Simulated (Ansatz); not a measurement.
Here is the system:

LuSb:
```cif
data_LuSb
_chemical_formula_sum 'Lu1 Sb1'
_space_group_name_H-M_alt 'P 1'
_space_group_IT_number 1
_cell_length_a 4.19215
_cell_length_b 4.19215
_cell_length_c 4.19215
_cell_angle_alpha 60.000
_cell_angle_beta 60.000
_cell_angle_gamma 60.000
loop_
_space_group_symop_operation_xyz
  'x, y, z'
loop_
_atom_site_label
_atom_site_type_symbol
_atom_site_fract_x
_atom_site_fract_y
_atom_site_fract_z
_atom_site_occupancy
Lu1 Lu 0.00000 0.00000 0.00000 1
Sb1 Sb 0.50000 0.50000 0.50000 1
```

This is the LDA-relaxed structure.

Question: All from plane-wave PAW LDA (Ansatz code), unless another level is named. Give the Hill bulk and shear moduli.

Answer: 72.9 and 43.6 GPa.

Question: What about the elastic constants (relaxed ions, GPa)?

Answer: C11 = 185, C12 = 16.8, C44 = 27.2.

Space group Fm-3m (rock salt). The workflow started from a Materials Project entry (that database holds measured and hypothetical structures alike); the Crystallography Open Database copy checked does not list it. Its standing as an ambient phase is unchecked. The cell was relaxed with LDA under the symmetry of its start; of distortions, only those at the zone centre were tested. As this level gives no gap, shear constants depend on the k-mesh and smearing (Fermi–Dirac, 0.1 eV here). Scalar-relativistic: spin–orbit coupling is off unless named, which matters more the heavier the elements.

Potentials: the later of the program's two PAW sets.
